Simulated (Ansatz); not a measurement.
The cell is Ga3BAs4 as one 8-atom ordering (Amm2) on the zincblende lattice; cell and atoms were relaxed with r2SCAN. The symmetry is Amm2 (No. 38, orthorhombic); conventional cell a = 3.854 Å, b = 7.715 Å, c = 10.962 Å, 20.37 Å³ an atom. B is surrounded by 4 As at 2.15–2.28 Å; Ga is surrounded by 4 As at 2.37–2.48 Å; Ga is surrounded by 4 As at 2.37–2.44 Å; As is surrounded by 2 B at 2.28 Å and 2 Ga at 2.48 Å; As is surrounded by 1 B at 2.15 Å and 3 Ga at 2.43–2.44 Å; As is surrounded by 4 Ga at 2.37 Å.

```yaml
crystal:
  lattice:
    - [3.85366, 0.00000, 0.00000]
    - [0.00000, 3.85754, 5.48101]
    - [0.00000, -3.85754, 5.48101]
  atoms:
    - { symbol: B, position: [0.00000, 0.99718, 0.99718] }
    - { symbol: Ga, position: [0.50000, 0.00015, 0.50111] }
    - { symbol: Ga, position: [0.50000, 0.50111, 0.00015] }
    - { symbol: Ga, position: [0.00000, 0.49871, 0.49871] }
    - { symbol: As, position: [0.50000, 0.10814, 0.10814] }
    - { symbol: As, position: [0.00000, 0.11361, 0.65667] }
    - { symbol: As, position: [0.00000, 0.65667, 0.11361] }
    - { symbol: As, position: [0.50000, 0.62444, 0.62444] }
```

4 runs of the plane-wave code Ansatz on this cell differ in the functional (and in the settings that go with it). Levels are in eV from each run's valence top; v1 is the last filled band, c1 the first empty one.

Run A, mean stress +0.3 GPa (compression positive):
```tsv
point	v2	v1	c1	c2
Γ	-0.17	0.00	0.91	1.63
Y	-1.55	-1.29	1.74	2.19
C₀	-1.66	-0.81	1.92	2.88
Z	-2.12	-1.28	2.80	3.96
```

Run B, mean stress +2.6 GPa (compression positive):
```tsv
point	v2	v1	c1	c2
Γ	-0.16	0.00	0.21	0.95
Y	-1.43	-1.18	1.01	1.52
C₀	-1.54	-0.75	1.18	2.18
Z	-1.97	-1.18	1.99	3.11
```

Run C, mean stress +0.1 GPa (compression positive):
```tsv
point	v2	v1	c1	c2
Γ	-0.18	0.00	1.58	2.30
Y	-1.58	-1.31	2.41	2.87
C₀	-1.70	-0.81	2.60	3.55
Z	-2.15	-1.31	3.49	4.65
```

Run D, mean stress 0.0 GPa (compression positive):
```tsv
point	v2	v1	c1	c2
Γ	-0.15	0.00	0.46	1.26
Y	-1.49	-1.23	1.28	1.77
C₀	-1.60	-0.78	1.44	2.47
Z	-2.03	-1.23	2.31	3.49
```

**Question.** Match the runs to PBE, r2SCAN, HSE06, PBE0.

**Answer.** A is HSE06, B is PBE, C is PBE0, D is r2SCAN. In order of the gap: PBE 0.21, r2SCAN 0.46, HSE06 0.91, PBE0 1.58 eV.

These are computed values for a spin-unpolarised cell that may be hypothetical; none is a measurement.

Spin-orbit coupling is left out.

The stress of a hybrid is loosely converged in these runs.

The meshes of the hybrids are coarse, so their gaps aren't converged to the digits shown.
